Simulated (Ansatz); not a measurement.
Pd:
```
Pd
1.0
    2.56546     0.00000     0.00000
    0.00000     2.56546     0.00000
    0.00000     0.00000     2.56546
Pd
1
Direct
  0.00000   0.00000   0.00000
```

This is the PBEsol-relaxed structure.

Q: All from DFT-PBEsol in the program Ansatz with PAW potentials, unless another level is named. Give the density of states at the Fermi level.

A: 1.6 states/eV per atom (mean over ±0.08 eV).

Q: Give the gap with spin–orbit coupling.

A: none (metallic).

Space group Pm-3m (simple cubic). The cell is a constructed one: a structure type filled with these elements; neither database checked (COD, Materials Project) lists it. It is not the phase usual at ambient conditions (space group No. 225). Symmetry was held in the PBEsol relaxation. At this level the phase is mechanically unstable. No spin polarisation was allowed. Scalar-relativistic: spin–orbit coupling is off unless named, which matters more the heavier the elements.

Potentials: the later of the program's two PAW sets.
